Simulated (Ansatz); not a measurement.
A distorted cell of KZnF₃ (cubic perovskite):

```
KZnF3
1.0
    4.05234     0.00000     0.00000
    0.00000     4.05234     0.00000
    0.00000     0.00000     4.05234
K Zn F
1 1 3
Direct
  0.99174   0.99174   0.99174
  0.50000   0.50000   0.50000
  0.00000   0.50000   0.50000
  0.50000   0.00000   0.50000
  0.50000   0.50000   0.00000
```

The numbers are results of PBEsol (plane waves to 420 eV, PAW, scalar-relativistic; Ansatz, a program for electronic structure), not measurements. k mesh 7×7×7 (Γ-centred), Fermi-Dirac smearing 0.05 eV. The energy includes the smearing's −TS. Stress and pressure are positive under compression. KZnF3 was relaxed with its symmetry unable to fall.

Q: Predict the force on every atom, in eV/Å.

A: 
| atom | Fx | Fy | Fz |
|---|---|---|---|
| K1 | 0.052 | 0.052 | 0.052 |
| Zn2 | -0.032 | -0.032 | -0.032 |
| F3 | -0.009 | -0.006 | -0.006 |
| F4 | -0.006 | -0.009 | -0.006 |
| F5 | -0.006 | -0.006 | -0.009 |

Q: In it atom 1 sits (-0.033, -0.033, -0.033) Å away from its relaxed site. What is its energy relative to the relaxed cell?

A: 2.6 meV/cell.

(A displaced cell: forces are minus the slopes of the energy, force constants its curvatures, and phonons follow from these.)
